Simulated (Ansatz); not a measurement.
V (bcc (W type), Im-3m) at seven volumes, r²SCAN+D4 (plane waves, PAW; program Ansatz), scaled uniformly. One row is withheld.

```json
[
 {"V (Å³/atom)": "11.990", "P (GPa)": "21.91"},
 {"V (Å³/atom)": "12.385", "P (GPa)": "13.53"},
 {"V (Å³/atom)": "12.780", "P (GPa)": "?"},
 {"V (Å³/atom)": "13.175", "P (GPa)": "-0.01"},
 {"V (Å³/atom)": "13.571", "P (GPa)": "-5.46"},
 {"V (Å³/atom)": "13.966", "P (GPa)": "-10.18"},
 {"V (Å³/atom)": "14.361", "P (GPa)": "-14.28"}
]
```

Q: Fit the shown pressures and predict the withheld one.

A: P = (3/2)B₀(x^(7/2) − x^(5/2))[1 + (3/4)(B′ − 4)(x − 1)] with x = (V₀/V)^(2/3). Least squares on the six rows gives V₀ = 13.175 Å³/atom, B₀ = 195 GPa, B′ = 3.76. At V = 12.780, x = 1.0205 and P = 6.29 GPa. The run itself gave 6.28 GPa.

The cell was relaxed with r²SCAN+D4 under the symmetry of its start. The workflow began spin-polarised and lost its moments. The pairwise dispersion correction was not fitted to metals.

Potentials: the later of the program's two PAW sets.
